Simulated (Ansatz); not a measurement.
Rb2WO2F4:
```
Rb2WO2F4
1.0
    5.30135     2.94554     0.00000
   -5.30135     2.94554     0.00000
   -0.11854     0.00000     4.81525
Rb W O F
2 1 2 4
Direct
  0.67702   0.32298   0.30638
  0.32298   0.67702   0.69362
  0.00000   0.00000   0.00000
  0.85290   0.14710   0.80096
  0.14710   0.85290   0.19904
  0.83169   0.69805   0.76827
  0.16831   0.30195   0.23173
  0.69805   0.83169   0.23173
  0.30195   0.16831   0.76827
```

The program Ansatz at the r²SCAN level (PAW) gives a gap of 2.86 eV without spin–orbit coupling, maximum off the standard path, at k = (0.104, 0.125, -0.500), minimum at M2.

Task: What happens when spin–orbit coupling is switched on?

Result: The gap drops by 0.01 eV, to 2.85 eV; maximum on the D2–A line, 68 % of the way from D2, minimum at M2.

Space group C2/m. The first step of the workflow began from a Materials Project structure, measured or hypothetical; the Crystallography Open Database copy checked does not list it. Its standing as an ambient phase is unchecked. Symmetry was held in the r²SCAN relaxation; whether a distortion lowers the energy is not shown. The run is not spin-polarised. No Hubbard U is applied.

Potentials: the later of the program's two PAW sets.
